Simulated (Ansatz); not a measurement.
SiC2N4:
```
CELL_PARAMETERS angstrom
      6.64148     0.00000     0.00000
      0.00000     6.64148     0.00000
      0.00000     0.00000     6.64148
ATOMIC_POSITIONS crystal
  Si 0.50000 0.50000 0.50000
  Si 0.00000 0.00000 0.00000
  C  0.75000 0.25000 0.25000
  C  0.25000 0.25000 0.75000
  C  0.25000 0.75000 0.25000
  C  0.75000 0.75000 0.75000
  N  0.14568 0.85432 0.14568
  N  0.64568 0.64568 0.64568
  N  0.85432 0.14568 0.14568
  N  0.35432 0.35432 0.64568
  N  0.14568 0.14568 0.85432
  N  0.64568 0.35432 0.35432
  N  0.85432 0.85432 0.85432
  N  0.35432 0.64568 0.35432
```

Relaxed with r²SCAN. Independent-particle spectrum: no excitons, no local fields, no scissors shift; 0.1 eV broadening; ε₁ of the summed bands alone.

**Question.** Tabulate the dielectric function from DFT-r²SCAN in the program Ansatz with PAW potentials.

**Answer.** 

```csv
E (eV),ε₁ xx,ε₂ xx
0.0,2.63,0.00
0.5,2.63,0.00
1.0,2.66,0.00
1.5,2.71,0.00
2.0,2.78,0.00
2.5,2.88,0.00
3.0,3.03,0.00
3.5,3.26,0.00
4.0,3.63,0.00
4.5,4.38,0.00
5.0,6.99,1.27
5.5,5.06,8.47
6.0,1.79,3.68
6.5,0.79,4.18
7.0,0.09,2.83
7.5,0.01,1.98
8.0,-0.26,1.54
8.5,0.13,0.66
9.0,0.42,0.63
9.5,0.85,0.42
10.0,0.95,0.44
10.5,1.12,0.54
11.0,1.10,0.58
11.5,1.24,0.64
12.0,1.25,0.61
```

**Question.** From ε at 5.8 eV (xx: 0.22 + 3.79i), find n, k, the normal reflectivity and the absorption coefficient.

**Answer.** n = 1.42, k = 1.337, R = 26 %, α = 2kE/ħc = 790000 cm⁻¹.

With all bands, ε∞ without local fields is 2.73.

Space group Pn-3m. The workflow started from a Materials Project entry (that database holds measured and hypothetical structures alike); the Crystallography Open Database files this formula in space group No. 224, but the cells were not matched. Its standing as an ambient phase is unchecked. The r²SCAN relaxation kept the symmetry of its start; its stability against distortions is not shown here.

Potentials: the later of the program's two PAW sets.
